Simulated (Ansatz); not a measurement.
Data sheet: YSi (DFT)

YSi:
```
YSi
1.0
    3.53797     0.00000     0.00000
    0.00000     3.53797     0.00000
    0.00000     0.00000     3.53797
Y Si
1 1
Direct
  0.00000   0.00000   0.00000
  0.50000   0.50000   0.50000
```

Space group Pm-3m (No. 221), CsCl type; conventional cell a = 3.5380 Å, b = 3.5380 Å, c = 3.5380 Å, α = 90.00°, β = 90.00°, γ = 90.00°.

Method: plane-wave PAW PBE (Ansatz code). Structure relaxed to zero pressure with the same functional. Other levels are named where they apply.

Cell and energy:

```json
{
 "volume_per_atom": "22.14 Å³",
 "density": "4.39 g/cm³",
 "Formation energy from the elements (no fitted shifts)": "-41 kJ/mol of atoms"
}
```

Electronic structure:

```json
{
  "electronic_character": "metallic (no gap)",
  "Density of states at the Fermi level": "1.2 states/eV per atom (mean over ±0.08 eV)"
}
```

Mechanics:

```json
{
 "Bulk modulus (Birch–Murnaghan fit)": "736 kbar",
 "Pressure derivative B′": "3.9"
}
```

The cell is a constructed one: a structure type filled with these elements; neither database checked (COD, Materials Project) lists it. Whether it is the stable phase at ambient conditions was not checked. The cell was relaxed with PBE under the symmetry of its start; its stability against distortions is not shown here. The run is not spin-polarised. The references are the lowest solids computed at this level, not always the standard phases. Scalar-relativistic: spin–orbit coupling is off unless named, which matters more the heavier the elements.

Potentials: the later of the program's two PAW sets.
